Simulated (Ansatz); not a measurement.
Input:

Ag2HgI4:
```cif
data_Ag2HgI4
_chemical_formula_sum 'Hg1 Ag2 I4'
_space_group_name_H-M_alt 'P 1'
_space_group_IT_number 1
_cell_length_a 7.55925
_cell_length_b 7.55925
_cell_length_c 7.55925
_cell_angle_alpha 131.721
_cell_angle_beta 131.721
_cell_angle_gamma 70.671
loop_
_space_group_symop_operation_xyz
  'x, y, z'
loop_
_atom_site_label
_atom_site_type_symbol
_atom_site_fract_x
_atom_site_fract_y
_atom_site_fract_z
_atom_site_occupancy
Hg1 Hg 0.00000 0.00000 0.00000 1
Ag1 Ag 0.50000 0.50000 0.00000 1
I1 I 0.36817 0.41055 0.50542 1
I2 I 0.58945 0.09487 0.95762 1
I3 I 0.90513 0.86275 0.49458 1
I4 I 0.13725 0.63183 0.04238 1
Ag2 Ag 0.75000 0.25000 0.50000 1
```

This is the LDA-relaxed structure.

Question: All from the program Ansatz at the LDA level (PAW), unless another level is named. Estimate the electron effective mass.

Answer: 0.16, 0.16, 0.18 mₑ (principal values).

Question: Next, the formation energy from the elements (no fitted shifts)?

Answer: -0.21 eV/atom.

Question: What about the band gap?

Answer: 1.00 eV (direct).

Question: Next, the weight of the valence-edge state by species (Voronoi cells)?

Answer: I 71 %, Ag 24 %, Hg 4 %.

Question: Next, the valence-band maximum?

Answer: at Γ.

Space group I-4. The workflow started from an entry of the Crystallography Open Database (COD), which files this formula under 2 space groups. Whether it is the stable phase at ambient conditions was not checked. The LDA relaxation kept the symmetry of its start; its stability against distortions is not shown here. No spin polarisation was allowed. The references are the lowest solids computed at this level, not always the standard phases. Scalar-relativistic: spin–orbit coupling is off unless named, which matters more the heavier the elements.

Potentials: the later of the program's two PAW sets.
